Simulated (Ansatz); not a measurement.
FePt (L1₀ or tetragonal B2, space group No. 123) at seven volumes, PBEsol in the plane-wave PAW code Ansatz, shape and atoms relaxed at each. One row is withheld.

| V (Å³/atom) | P (GPa) |
|---|---|
| 12.210 | ? |
| 12.613 | 17.00 |
| 13.016 | 7.79 |
| 13.418 | 0.01 |
| 13.821 | -6.45 |
| 14.223 | -11.73 |
| 14.626 | -16.01 |

Task: Fit the shown pressures and predict the withheld one.

Result: P = (3/2)B₀(x^(7/2) − x^(5/2))[1 + (3/4)(B′ − 4)(x − 1)] with x = (V₀/V)^(2/3). Least squares on the six rows gives V₀ = 13.418 Å³/atom, B₀ = 234 GPa, B′ = 5.29. At V = 12.210, x = 1.0649 and P = 28.34 GPa. The run itself gave 27.78 GPa.

Space group P4/mmm (L1₀ or tetragonal B2). Symmetry was held in the PBEsol relaxation. Magnetic state: ferromagnetic, chosen from 5 collinear starts compared on coarse meshes (ties went to the first, and starts can fall back to one state), not a proven ground state. Textbook magnetic order: ferromagnetic. Spin–orbit coupling is left out wherever it is not named.

Potentials: the later of the program's two PAW sets.
